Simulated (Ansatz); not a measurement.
This cell of MoSi₂ (MoSi2 type, space group I4/mmm) is off equilibrium:

```
MoSi2
1.0
   -1.60108     1.60108     3.90975
    1.60108    -1.60108     3.90975
    1.60108     1.60108    -3.90975
Mo Si
1 2
Direct
  0.00000   0.00000   0.00000
  0.49185   0.49185   0.22213
  0.66470   0.66470   0.00000
```

The numbers are results of r2SCAN (plane waves to 500 eV, PAW, scalar-relativistic; Ansatz, a first-principles code), not measurements. k mesh 12×12×12 (Γ-centred), Fermi-Dirac smearing 0.05 eV. E stands for the smeared free energy. Stress and pressure are positive under compression. With partly filled bands, energies and forces of such displacements shift with the k mesh and the smearing. MoSi2 is run without spin polarisation. MoSi2 was relaxed with its symmetry unable to fall. The PAW data are Ansatz's earlier set.

Question: Predict the force on every atom, in eV/Å.

Answer: 
| atom | Fx | Fy | Fz |
|---|---|---|---|
| Mo1 | 6.132 | 6.132 | 5.565 |
| Si2 | -6.589 | -6.589 | -7.951 |
| Si3 | 0.457 | 0.457 | 2.386 |

Question: Give the stress tensor in GPa and the pressure.

Answer: 
```
   29.5     26.8     18.5
   26.8     29.5     18.5
   18.5     18.5     34.0
```
The pressure, a third of the trace, is 31.0 GPa.

Question: In it atom 2 sits (0.356, 0.356, 0.356) Å away from its relaxed site. What is its energy relative to the relaxed cell?

Answer: 2864 meV/cell.

(A displaced cell: forces are minus the slopes of the energy, force constants its curvatures, and phonons follow from these.)
